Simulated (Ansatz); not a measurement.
# Al, first-principles data

Al:
Space group Pm-3n (No. 223); a = b = c = 5.1000 Å, α = β = γ = 90.00°

```
atom  site  symmetry       x       y       z
----  ----  --------  ------  ------  ------
Al      2a      m-3.  0.0000  0.0000  0.0000
Al      6c     -4m.2  0.0000  0.5000  0.2500
```

Space group Pm-3n (No. 223), A15 (β-W type); conventional cell a = 5.1000 Å, b = 5.1000 Å, c = 5.1000 Å, α = 90.00°, β = 90.00°, γ = 90.00°.

Method: PBEsol (plane waves, PAW; program Ansatz). The cell and atoms are relaxed at this level. Other levels are named where they apply.

### Cell and energy

| Quantity | Value |
|---|---|
| Volume per atom | 16.58 Å³ |
| Density | 2.70 g/cm³ |

### Electronic structure

| Property | Result |
|---|---|
| Electronic character | metallic (no gap) |
| Density of states at the Fermi level | 0.38 states/eV per atom (mean over ±0.08 eV) |

### Mechanics

| Property | Value |
|---|---|
| Bulk modulus (Birch–Murnaghan fit) | 77.4 GPa |
| Pressure derivative B′ | 4.6 |
| Elastic constants (relaxed ions, GPa) | C11 = 146, C12 = 43.9, C44 = 2.7 |
| Mechanical stability | stable (all eigenvalues of C positive) |

### Phonons

| Item | Result |
|---|---|
| Highest zone-centre frequency | 446 cm⁻¹ |
| Zone-centre stability | no imaginary mode at Γ |

The start of the workflow was typed in or built on a structure type; neither database checked (COD, Materials Project) lists it. It is not the phase usual at ambient conditions (space group No. 225). The PBEsol relaxation kept the symmetry of its start. As this level gives no gap, shear constants depend on the k-mesh and smearing (Fermi–Dirac, 0.1 eV here). As this level gives no gap, phonon frequencies hold no LO–TO term and depend on the k-mesh and smearing (Fermi–Dirac, 0.1 eV here).

Potentials: the later of the program's two PAW sets.
